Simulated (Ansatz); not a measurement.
## Si₂Mo

```
Si Mo
1.0
    -1.60000    1.60000    3.93050
     1.60000   -1.60000    3.93050
     1.60000    1.60000   -3.93050
Si Mo
2 1
Direct
  0.33300 0.33300 0.00000
  0.66700 0.66700 0.00000
  0.00000 0.00000 0.00000
```

Atoms are numbered in the order listed.

The geometry is COD entry 1010282, unchecked; take it as a test cell. It is an old determination, and later ones may differ.

Methods: DFT, PBEsol, all-electron LAPW, scalar-relativistic (Ansatz 0.2.0); DFT, PBEsol, PAW with Ansatz's default frozen-core files, scalar-relativistic (Ansatz 0.2.0).

For LAPW: a Γ-centred 12×12×16 k mesh, Fermi–Dirac smearing of 0.03 eV, basis error target 1 meV/atom, no spin polarisation; this mesh doesn't keep the crystal's whole symmetry, which leaves small spurious terms. PAW takes a cutoff of 420 eV at this cell (files made with PBE, cores remade for this functional). The Ansatz runs share mesh, smearing and spin set-up. Values come from LAPW unless marked.

```json
{
 "Pressure at this cell": "-2.71 GPa",
 "Band gap": "none: bands cross the Fermi level, a metal",
 "Stress xx, yy, zz (compression positive)": "-2.27, -2.27, -3.58 GPa",
 "Largest force": "0.331 eV/Å on Si1",
 "Density of states at the Fermi level (0.2 eV bin)": "0.27 states/eV per cell",
 "Löwdin charges (with 0.20 e of the cell spilling out of the atomic basis, so their sizes and signs hang on that basis)": "Si1 0.14, Mo3 -0.08 e",
 "Bader charges (from the PAW run)": "Si1 -0.03, Mo3 +0.07 e",
 "Volume per atom": "90.5 bohr³"
}
```
